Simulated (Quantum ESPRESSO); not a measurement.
```
CELL_PARAMETERS angstrom
      4.55663     0.00000     0.00000
     -2.27832     3.94616     0.00000
      0.00000     0.00000     7.44435
ATOMIC_POSITIONS crystal
  Ag 0.33333 0.66667 0.00245
  Ag 0.66667 0.33333 0.50245
  I  0.33333 0.66667 0.37745
  I  0.66667 0.33333 0.87745
```

Cell and atoms were relaxed with PBEsol from Materials Project entry mp-22894, within its symmetry.

What does PBEsol (Quantum ESPRESSO, PseudoDojo norm-conserving, 82 Ry, without SOC) give for the electronic structure near the Fermi level?

The PBEsol gap is direct, 1.23 eV at Γ. Spin-orbit coupling is left out, which matters for elements this heavy: edges can move by tenths of an eV.
